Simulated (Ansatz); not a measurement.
Suppose Si3As takes space group Im-3m (No. 229), with Si on 6b; As on 2a.

Level of theory: Ansatz 0.2.0, DFT PBE, scalar-relativistic, plane waves, PAW. Cutoff 420 eV, Γ-centred mesh, Gaussian smearing, no spin polarisation.

Formation energies are uncorrected and refer to the elements' standard structures at the same level.

Task: Give the relaxed lattice parameters and positions.

Result:

Space group Im-3m (No. 229). a = 5.157 Å, b = 5.157 Å, c = 5.157 Å, α = 90.00°, β = 90.00°, γ = 90.00°
```tsv
atom	site	symmetry	x	y	z
Si	6b	4/mm.m	0.5000	0.0000	0.0000
As	2a	m-3m	0.0000	0.0000	0.0000
```

Si has 2 As at 2.58 Å and 4 Si at 2.58 Å; As is surrounded by 6 Si at 2.58 Å.

Task: And its energy and gap?

Result: The energy over the elements is +0.28 eV/atom and the gap on the 12×12×12 mesh of the 4-atom cell is 0 eV (a metal). A positive value: parting into the elements would lower its energy.

The last run used Gaussian smearing of 0.10 eV. An odd number of electrons in the primitive cell allows no gap without spin; a larger cell or a magnetic state could open one. The cell is a metal run without spin; a magnetic state may lie lower. The reference form of As is held partly by dispersion forces, which this level lacks. A structure relaxed within its symmetry needn't be a true minimum.
